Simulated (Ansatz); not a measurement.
Theory: DFT PBE, scalar-relativistic, plane waves, PAW, and for the lanthanide a 4f-in-core norm-conserving potential (Ansatz 0.2.0). Settings: cutoff 690 eV, Γ-centred meshes spaced at most about 0.3 Å⁻¹, and about 0.25 Å⁻¹ or finer for metals (2π included), Gaussian smearing. No spin polarisation in the final relaxations.

Temperature and zero-point effects are left out. All come from trial cells, and lower structures may exist.

Task: These unrelaxed guesses for SmPb₂ are each relaxed within their symmetry. Order them by the energy at which they end, lowest first.
A.

```
CELL_PARAMETERS angstrom
0.00000 4.58234 4.58234
4.58234 0.00000 4.58234
4.58234 4.58234 0.00000
ATOMIC_POSITIONS crystal
Sm 0.50000 0.50000 0.50000
Sm 0.75000 0.75000 0.75000
Pb 0.12500 0.12500 0.12500
Pb 0.62500 0.12500 0.12500
Pb 0.12500 0.62500 0.12500
Pb 0.12500 0.12500 0.62500
```

B.

```
CELL_PARAMETERS angstrom
4.06666 0.00000 0.00000
0.00000 4.06666 0.00000
0.00000 0.00000 5.26583
ATOMIC_POSITIONS crystal
Sm 0.00000 0.00000 0.00000
Pb 0.00000 0.50000 0.50000
Pb 0.50000 0.00000 0.50000
```

C.

```
CELL_PARAMETERS angstrom
5.15292 0.00000 0.00000
-2.57646 4.46256 0.00000
0.00000 0.00000 3.61796
ATOMIC_POSITIONS crystal
Sm 0.00000 0.00000 0.00000
Pb 0.66667 0.33333 0.50000
Pb 0.33333 0.66667 0.50000
```

D.

```
CELL_PARAMETERS angstrom
4.99421 0.00000 0.00000
-2.49711 4.32512 0.00000
0.00000 0.00000 4.96612
ATOMIC_POSITIONS crystal
Sm 0.00000 0.00000 0.00000
Pb 0.33333 0.66667 0.00000
Pb 0.66667 0.33333 0.00000
```

Result: B (ends in P4/mmm, 0 meV/atom), C (ends in P6/mmm, 24 meV/atom), A (ends in Fd-3m, cubic Laves (C15) type, 143 meV/atom), D (ends in P6/mmm, 0.36 eV/atom).

These runs have no spin–orbit coupling, which can matter for Pb. Cells relaxed within their symmetry can be saddle points. Some types were kept out of the candidates beforehand, so the set may lack a known form.

The lanthanide is trivalent by construction, without f bands, f moments or other valences.
